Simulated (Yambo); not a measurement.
Yambo run on WO₃ (space group P4/nmm, No. 129). The wavefunctions are norm-conserving PBEsol (Quantum ESPRESSO, 84 Ry, scalar-relativistic) ones on a 2×2×4 mesh (32 occupied bands); a = 5.325 Å, b = 5.325 Å, c = 3.944 Å, α = 90.00°, β = 90.00°, γ = 90.00°.

Yambo input:

```
rim_cut
gw0
dyson
el_el_corr
HF_and_locXC
cohsex
em1s
RandQpts= 1000000
RandGvec= 1 Ry
EXXRLvcs= 84 Ry
VXCRLvcs= 336 Ry
Chimod= "HARTREE"
% BndsRnXs
 3 | 217 |
%
NGsBlkXs= 8 Ry
% LongDrXs
 1.0 | 1.0 | 1.0 |
%
ExtendOut
% QPkrange
 1 | 1 | 32 | 33 |
 3 | 3 | 32 | 32 |
%
```

k points by index: 1 = Γ, 3 = Z.

The o-*.qp file then holds:

```
#    K-point    Band    Eo [eV]    E [eV]    E-Eo [eV]    Vxc [eV]    Vnlxc [eV]    Sc|Eo [eV]    Re(Z)    Im(Z)
#
    1    32    -0.007712    -2.115207    -2.107495    -20.42620    -25.56912    3.035423    1.000000    0.000000
    1    33    0.577351    -0.010149    -0.587500    -16.38440    -10.98034    -5.991568    1.000000    0.000000
    3    32    0.000000    -2.105761    -2.105761    -20.44244    -25.58491    3.036711    1.000000    0.000000
```
(The two width columns are left out.) Convergence of these settings isn't established.

Spin-orbit coupling is not included.

Geometry of the Materials Project entry, not relaxed at this level.
